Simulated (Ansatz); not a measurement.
TiTe$_{2}$ in space group R3m (No. 160; Ti on 3a, Te on 3a, Te on 3a), the program Ansatz at the r²SCAN+D4 level (PAW), all energies at zero smearing, with the estimated change up to a 700 eV cutoff added, with one set of potentials and settings (totals compare only within such a set). Cell of 3 atoms (1 Ti, 2 Te): -16496.764 eV.

```json
[
 {"element": "Ti", "reference phase": "P6/mmm, 3 atoms in the cell", "E (eV/atom)": "-2504.4629"},
 {"element": "Te", "reference phase": "P3_121, 3 atoms in the cell", "E (eV/atom)": "-6995.0583"}
]
```

Formation energy per atom, worked out: (-16496.764 − 1×(-2504.4629) − 2×(-6995.0583))/3 = -0.728 eV/atom (-70 kJ per mol of atoms), at 0 K, without zero-point energy or fitted corrections.

The cell is a constructed one: a structure type filled with these elements; neither database checked (COD, Materials Project) lists it. COD files the formula under space group No. 164, so this cell is another polymorph or a model. Whether it is the stable phase at ambient conditions was not checked. The cell was relaxed with r²SCAN+D4 under the symmetry of its start; whether a distortion lowers the energy is not shown. No spin polarisation was allowed. The references are the lowest solids computed at this level, not always the standard phases. Scalar-relativistic: spin–orbit coupling is off unless named, which matters more the heavier the elements.

Potentials: the earlier of the program's two PAW sets.
